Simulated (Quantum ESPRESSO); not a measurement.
W7Mo, input and log of a self-consistent run

Computed values, not a measurement. The program is pw.x of Quantum ESPRESSO 7.5 (plane-wave density functional theory). The cell is made up: eight metal atoms on a face-centred cubic lattice, with elements, volume, strain and displacements drawn at random and not relaxed, so it may be unstable or far from any real phase. PseudoDojo standard norm-conserving files set the functional (PBE unless stated); there is no spin polarisation or spin-orbit coupling, the Fermi-Dirac width of 0.25 eV means electrons at about 2900 K, and the masses in the input are unused placeholders. Heavy elements are run without spin-orbit coupling, which real alloys of them have. A spin test at this wide smearing found no moment, but such smearing suppresses magnetism that the real alloy may have.

Input:

```
&control calculation='scf', pseudo_dir='./dojo.nc.sr.pbe.v0_5.standard.upf', outdir='./o', disk_io='minimal', tprnfor=.true., tstress=.true. /
&system ibrav=0, nat=8, ntyp=2, nbnd=74, ecutwfc=79.96652505, nosym=.true., tot_charge=0,
 occupations='smearing', smearing='fd', degauss=0.0183746611
/
&electrons conv_thr=1.470e-08, electron_maxstep=70, mixing_beta=0.5 /
ATOMIC_SPECIES
Mo 1.0 Mo.upf
W 1.0 W.upf
CELL_PARAMETERS angstrom
0.0 -2.0252 -2.0252
-6.0757 -2.0252 0.0
-2.0252 4.0505 -6.0757
ATOMIC_POSITIONS angstrom
W -0.0474 -0.073 -0.0459
W -1.9707 1.8794 -4.0975
W -2.0823 0.2096 -1.9728
Mo -4.0807 2.1056 -6.0338
W -4.0499 -0.0354 -4.1184
W -4.0944 -2.0259 -2.0955
W -5.9572 -0.0429 -6.1914
W -6.0339 -1.9845 -4.0012
K_POINTS automatic
8 4 3 1 1 1
```

The log is shortened where brackets say so; the opening notice, blank lines, dates and the lines on written files are dropped, and the path of the files is cut. It prints rydbergs, bohrs and kilobars, and counts compression as positive stress. Its total energy is the free energy E - TS of the whole cell.

```
     Program PWSCF v.7.5
     Parallel version (MPI & OpenMP), running on       4 processor cores
     Number of MPI processes:                 4
     Threads/MPI process:                     1
     [start-up lines left out]
     bravais-lattice index     =            0
     lattice parameter (alat)  =       5.4123  a.u.
     unit-cell volume          =     896.8815 (a.u.)^3
     number of atoms/cell      =            8
     number of atomic types    =            2
     number of electrons       =       112.00
     number of Kohn-Sham states=           74
     kinetic-energy cutoff     =      79.9665  Ry
     charge density cutoff     =     319.8661  Ry
     scf convergence threshold =      1.5E-08
     mixing beta               =       0.5000
     number of iterations used =            8  plain     mixing
     Exchange-correlation= PBE
                           (   1   4   3   4   0   0   0)
     [axes and pseudopotential details left out]
   Cartesian axes
     site n.     atom                  positions (alat units)
         1        W      tau(   1) = (  -0.0165499  -0.0254882  -0.0160262  )
         2        W      tau(   2) = (  -0.6880779   0.6562001  -1.4306587  )
         3        W      tau(   3) = (  -0.7270435   0.0731827  -0.6888111  )
         4        Mo     tau(   4) = (  -1.4247929   0.7351788  -2.1067257  )
         5        W      tau(   5) = (  -1.4140390  -0.0123601  -1.4379560  )
         6        W      tau(   6) = (  -1.4295763  -0.7073512  -0.7316523  )
         7        W      tau(   7) = (  -2.0799805  -0.0149787  -2.1617524  )
         8        W      tau(   8) = (  -2.1067606  -0.6928962  -1.3970352  )
     number of k points=    48  Fermi-Dirac smearing, width (Ry)=  0.0184
                       cart. coord. in units 2pi/alat
        k(    1) = (  -0.0534003  -0.0165732  -0.0718152), wk =   0.0416667
        k(    2) = (   0.0055233  -0.1933468   0.1049584), wk =   0.0416667
     [further k points left out]
     Dense  grid:    86625 G-vectors     FFT dimensions: (  32,  72,  81)
     Estimated max dynamical RAM per process >     307.52 MB
     Estimated total dynamical RAM >       1.14 GB
     Initial potential from superposition of free atoms
     starting charge     111.9950, renormalised to     112.0000
     Starting wfcs are   80 randomized atomic wfcs
     total cpu time spent up to now is        4.9 secs
     per-process dynamical memory:   245.4 Mb
     Self-consistent Calculation
     iteration #  1     ecut=    79.97 Ry     beta= 0.50
     Davidson diagonalization with overlap
     ethr =  1.00E-02,  avg # of iterations =  2.6
     Threshold (ethr) on eigenvalues was too large:
     Diagonalizing with lowered threshold
     Davidson diagonalization with overlap
     ethr =  9.92E-04,  avg # of iterations =  2.9
     total cpu time spent up to now is       27.3 secs
     total energy              =   -1201.68398971 Ry
     estimated scf accuracy    <       1.15597483 Ry
     iteration #  2     ecut=    79.97 Ry     beta= 0.50
     Davidson diagonalization with overlap
     ethr =  1.03E-03,  avg # of iterations =  5.0
     total cpu time spent up to now is       42.7 secs
     total energy              =   -1200.47897384 Ry
     estimated scf accuracy    <      27.62465683 Ry
     iteration #  3     ecut=    79.97 Ry     beta= 0.50
     Davidson diagonalization with overlap
     ethr =  1.03E-03,  avg # of iterations =  3.5
     total cpu time spent up to now is       55.7 secs
     total energy              =   -1202.10024998 Ry
     estimated scf accuracy    <       1.44732783 Ry
     iteration #  4     ecut=    79.97 Ry     beta= 0.50
     Davidson diagonalization with overlap
     ethr =  1.03E-03,  avg # of iterations =  1.4
     total cpu time spent up to now is       65.8 secs
     total energy              =   -1202.22541309 Ry
     estimated scf accuracy    <       0.22911321 Ry
     iteration #  5     ecut=    79.97 Ry     beta= 0.50
     Davidson diagonalization with overlap
     ethr =  2.05E-04,  avg # of iterations =  2.4
     total cpu time spent up to now is       77.4 secs
     total energy              =   -1202.22929620 Ry
     estimated scf accuracy    <       0.39212812 Ry
     [iterations 6 to 16 left out]
     iteration # 17     ecut=    79.97 Ry     beta= 0.50
     Davidson diagonalization with overlap
     ethr =  1.48E-09,  avg # of iterations =  2.0
     total cpu time spent up to now is      210.2 secs
     total energy              =   -1202.26549559 Ry
     estimated scf accuracy    <       0.00000290 Ry
     iteration # 18     ecut=    79.97 Ry     beta= 0.50
     Davidson diagonalization with overlap
     ethr =  1.48E-09,  avg # of iterations =  1.0
     total cpu time spent up to now is      217.8 secs
     total energy              =   -1202.26549579 Ry
     estimated scf accuracy    <       0.00000022 Ry
     iteration # 19     ecut=    79.97 Ry     beta= 0.50
     Davidson diagonalization with overlap
     ethr =  1.96E-10,  avg # of iterations =  3.1
     total cpu time spent up to now is      227.6 secs
     total energy              =   -1202.26549575 Ry
     estimated scf accuracy    <       0.00000108 Ry
     iteration # 20     ecut=    79.97 Ry     beta= 0.50
     Davidson diagonalization with overlap
     ethr =  1.96E-10,  avg # of iterations =  2.1
     total cpu time spent up to now is      236.3 secs
     total energy              =   -1202.26549583 Ry
     estimated scf accuracy    <       0.00000013 Ry
     iteration # 21     ecut=    79.97 Ry     beta= 0.50
     Davidson diagonalization with overlap
     ethr =  1.14E-10,  avg # of iterations =  1.0
     total cpu time spent up to now is      244.2 secs
     End of self-consistent calculation
     [lines on levels left out]
!    total energy              =   -1202.26549583 Ry
     estimated scf accuracy    <          4.8E-09 Ry
     smearing contrib. (-TS)   =      -0.13485290 Ry
     internal energy E=F+TS    =   -1202.13064294 Ry
     The total energy is F=E-TS. E is the sum of the following terms:
     one-electron contribution =    -150.78036946 Ry
     hartree contribution      =     138.18254746 Ry
     xc contribution           =    -252.37782757 Ry
     ewald contribution        =    -937.15499337 Ry
     convergence has been achieved in  21 iterations
     Forces acting on atoms (cartesian axes, Ry/au):
     atom    1 type  2   force =     0.00893717    0.00215558    0.02022461
     atom    2 type  2   force =     0.00499733    0.03296650   -0.03943438
     atom    3 type  2   force =     0.01880381   -0.03558843    0.02316319
     atom    4 type  1   force =     0.02080102   -0.00783639   -0.03115339
     atom    5 type  2   force =    -0.01479991    0.01482968    0.00034063
     atom    6 type  2   force =     0.01100123    0.00509362    0.03658990
     atom    7 type  2   force =    -0.04936803   -0.01072518   -0.00135351
     atom    8 type  2   force =    -0.00037263   -0.00089539   -0.00837705
     Total force =     0.106451     Total SCF correction =     0.000341
     Computing stress (Cartesian axis) and pressure
          total   stress  (Ry/bohr**3)                   (kbar)     P=       -3.18
   0.00001587   0.00000373   0.00000954            2.33        0.55        1.40
   0.00000373  -0.00011298  -0.00009227            0.55      -16.62      -13.57
   0.00000954  -0.00009227   0.00003225            1.40      -13.57        4.74
     init_run     :      4.59s CPU      4.71s WALL (       1 calls)
     electrons    :    235.54s CPU    239.32s WALL (       1 calls)
     forces       :      1.72s CPU      1.73s WALL (       1 calls)
     stress       :      5.72s CPU      5.83s WALL (       1 calls)
     [timing details left out]
     PWSCF        :   4m 7.75s CPU   4m11.80s WALL
     JOB DONE.
```

In other units: free energy -16357.655 eV for the cell, pressure -0.32 GPa, largest force component 1.269 eV/Å in size. The run took 254 s of wall time with four MPI processes on a shared machine (AMD EPYC, Zen 5, virtual cores), so the time is rough. A rerun of this cell at a higher cutoff and on a denser mesh moved values by no more than 0.015 eV in energy, 0.17 GPa in stress and 0.017 eV/Å in force, and a second program with other atomic files agreed on that cell to 2 % rms in force and 0.5 GPa in pressure.